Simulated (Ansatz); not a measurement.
Mg$_{4}$Te$_{3}$S:
```xyz
8
Lattice="4.3659 0.0000 0.0000 0.0000 8.7961 0.0000 0.0000 0.0000 6.0996" Properties=species:S:1:pos:R:3 pbc="T T T"
Mg     0.0000     2.4080     5.9862
Mg     0.0000     6.3881     5.9862
Mg     2.1829     0.0000     2.9537
Mg     2.1829     4.3980     3.3407
Te     2.1829     2.3298     1.5327
Te     2.1829     6.4663     1.5327
Te     0.0000     0.0000     4.6077
S      0.0000     4.3980     4.5581
```

Relaxed with LDA. Special points in fractions of this cell's reciprocal vectors: Γ (0.000, 0.000, 0.000); X (0.500, 0.000, 0.000); S (0.500, 0.500, 0.000); Y (0.000, 0.500, 0.000); Z (0.000, 0.000, 0.500); U (0.500, 0.000, 0.500); R (0.500, 0.500, 0.500); T (0.000, 0.500, 0.500).

Task: List the band energies nearest the valence-band maximum at these points for DFT-LDA in the program Ansatz with PAW potentials.

Result: In eV from the valence-band maximum; about four levels below and three above (degenerate sets whole), none deeper than 8.9 eV; points with the same levels are listed once.

| k | below | above |
|---|---|---|
| Γ | -0.46 -0.43 -0.33 -0.08 | 1.73 2.63 3.32 |
| X | -1.49 -1.45 -1.06 -0.50 | 2.22 2.57 3.42 |
| S | -1.59 -1.48 -1.34 -1.06 | 3.18 3.19 3.62 |
| Y | -1.01 -0.67 -0.51 0.00 | 2.57 3.18 3.67 |
| Z | -0.75 -0.64 -0.53 -0.42 | 2.75 3.44 3.56 |
| U | -1.25 -0.82 -0.80 -0.46 | 2.79 3.31 4.27 |
| R | -1.56 -1.39 -1.06 -0.89 | 4.05 4.15 4.23 |
| T | -0.65 -0.55 -0.54 -0.52 | 3.13 3.74 3.94 |

Space group Pmm2. The workflow started from a Materials Project entry (that database holds measured and hypothetical structures alike); the Crystallography Open Database copy checked does not list it. Whether it is the stable phase at ambient conditions was not checked. The LDA relaxation kept the symmetry of its start; of distortions, only those at the zone centre were tested. Scalar-relativistic: spin–orbit coupling is off unless named, which matters more the heavier the elements.

Potentials: the later of the program's two PAW sets.
